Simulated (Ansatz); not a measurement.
Relaxed-ion elastic tensor of Ag in space group P6/mmm (No. 191; Ag on 2e, Ag on 2d, Ag on 3f) in GPa (Voigt order), the program Ansatz at the r²SCAN level (PAW); density 9.80 g/cm³, 18.27 Å³ per atom.

```
  140   81.1   52.8    0.0    0.0    0.0
 81.1    140   52.8    0.0    0.0    0.0
 52.8   52.8    174    0.0    0.0    0.0
  0.0    0.0    0.0  -72.8    0.0    0.0
  0.0    0.0    0.0    0.0  -72.8    0.0
  0.0    0.0    0.0    0.0    0.0   29.4
```

Task: Is the crystal mechanically stable?

Result: No: the smallest eigenvalue of C is -72.8 GPa.

The start of the workflow was typed in or built on a structure type; neither database checked (COD, Materials Project) lists it. It is not the phase usual at ambient conditions (space group No. 225). The r²SCAN relaxation kept the symmetry of its start. At this level the phase is mechanically unstable. The run is not spin-polarised. As this level gives no gap, shear constants depend on the k-mesh and smearing (Fermi–Dirac, 0.1 eV here).

Potentials: the later of the program's two PAW sets.
